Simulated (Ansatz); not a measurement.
Below is a relaxed structure of Sb₂N. The cell was found from a structure generator's guess, not taken from experiment.

Theory: DFT PBE, scalar-relativistic, plane waves, PAW in Ansatz 0.2.0. Cutoff 420 eV, Γ-centred mesh, Gaussian smearing, no spin polarisation.

```
Sb N
1.0
     3.45303    0.00000    0.00000
     0.00000    3.45303    0.00000
     0.00000    0.00000    4.95512
Sb N
2 1
Direct
  0.50000 0.50000 0.50000
  0.00000 0.00000 0.00000
  0.00000 0.00000 0.50000
```

Formation energies are uncorrected and refer to the elements' standard structures at the same level (N₂ as a molecule).

Question: Find its symmetry and describe it.

Answer: P4/mmm (No. 123). Conventional cell: a = 3.453 Å, c = 4.955 Å. Sb on its first site is surrounded by 4 N at 2.44 Å; Sb on its second site has 2 N at 2.48 Å; N is surrounded by 6 Sb at 2.44–2.48 Å.

Question: How far does it lie from the elements in energy?

Answer: +0.75 eV/atom. The separate elements lie lower, so it is unstable against them.

Question: Is it a metal?

Answer: Yes, bands cross the Fermi level on the 14×14×10 mesh.

The last run used a 14×14×10 mesh (in the run's order of axes) for its 3-atom cell and Gaussian smearing of 0.10 eV. These runs have no spin–orbit coupling, which can matter for Sb. An odd number of electrons in the primitive cell allows no gap without spin; a larger cell or a magnetic state could open one. Symmetry constrained the relaxation, so the result can be a saddle point.
